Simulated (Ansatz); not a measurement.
Zone-centre phonons of TaN at 9 GPa: input and output

The calculation used DFT LDA, scalar-relativistic, plane waves, PAW in Ansatz.

Launched with:
```bash
ansatz run input.yaml --threads 1 --pin off --max-ram 3072MiB --backend cpu --events-out ev --progress --plain --runs-dir out
```

Input (bare energies are in eV):
```yaml
crystal:
  lattice:
    - [0.0, 2.1582168553, 2.1582168553]
    - [2.1582168553, 0.0, 2.1582168553]
    - [2.1582168553, 2.1582168553, 0.0]
  atoms:
    - { symbol: Ta, position: [0.5, 0.5, 0.5] }
    - { symbol: "N", position: [0.0, 0.0, 0.0] }
basis:
  ecutwfc: 420
kpoints:
  mp_grid: { grid: [16, 16, 16] }
hamiltonian:
  xc: lda
scf:
  occupations: { method: fermi_dirac, width: 0.15 }
output:
  eigenvalues: true
phonons:
  method: dfpt
  eigenvectors: true
```

Results section of the output:
```
--- Phonons (Γ-DFPT): 2 representative perturbations + reference, on 349 of 4096 k-points (Σ response iterations 6) ---
  k mesh reduced under 8 symmetry operations, with k and −k counted as one. Each operation leaves every solved perturbation unchanged. A smaller set is not used because it would not reduce the number of displacements ...
  ASR residual: 8.680e-4 → 0.000e0 eV/Å²; symmetrization residual: 1.297e-6 eV/Å²
  ASR residual per site (eV/Å²): 8.68e-4 2.67e-4
  Γ frequencies (cm⁻¹): 0.00 0.00 0.00 452.90 452.90 452.90
  non-analytic LO–TO correction: not included (Born effective charges unavailable; polar crystals: no LO–TO splitting at Γ)
```

The run took 22 s on 1 thread of Intel(R) Xeon(R) 6975P-C (Granite Rapids) (shared host), peak memory 0.62 GiB.

In a metal, frequencies and elastic constants depend on the k mesh and the smearing, soft modes and shear constants most. Spin–orbit coupling is left out, which can shift energies with elements as heavy as these. Other phases may be more stable at this pressure.

This rock-salt form isn't the usual stable structure of the compound at low pressure.